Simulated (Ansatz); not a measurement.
TePb (rock salt, Fm-3m), a = b = c = 6.4428 Å, α = β = γ = 90.00°; the cell used has 2 atoms.

Relaxed with PBEsol. DFT-PBEsol in the program Ansatz with PAW potentials gives a gap of 0.65 eV.

What gap does HSE06 give on the same cell (Ansatz, PAW)?

1.09 eV, 0.45 eV more. The hybrid was solved on a coarser mesh and at special points; its gap is the smallest among all of these.

```csv
k,v1 PBEsol,c1 PBEsol,v1 HSE06,c1 HSE06
Γ,-1.37,4.06,___,___
X,-2.86,3.18,___,___
L,0.00,0.65,0.00,1.09
W,-0.36,1.63,___,___
K,-2.13,3.55,___,___
```

Top valence (v1) and lowest conduction level (c1) in eV from each method's valence maximum (which need not be a listed point): supply the withheld HSE06 values.


- X, v1 HSE06: -3.26
- X, c1 HSE06: 3.64
- Γ, v1 HSE06: -1.64
- Γ, c1 HSE06: 4.74
- W, v1 HSE06: -0.50
- W, c1 HSE06: 2.08
- K, v1 HSE06: -2.36
- K, c1 HSE06: 4.11

Cost on shared cores: the PBEsol run (SCF on a 8×8×8 mesh, then bands and DOS) roughly 14 core-seconds, the HSE06 run (SCF on 6×6×6, then a few points) very roughly 4 core-minutes; the tasks are unlike.

The cell was relaxed with PBEsol under the symmetry of its start. Scalar-relativistic: spin–orbit coupling is off unless named, which matters more the heavier the elements.

Potentials: the later of the program's two PAW sets.
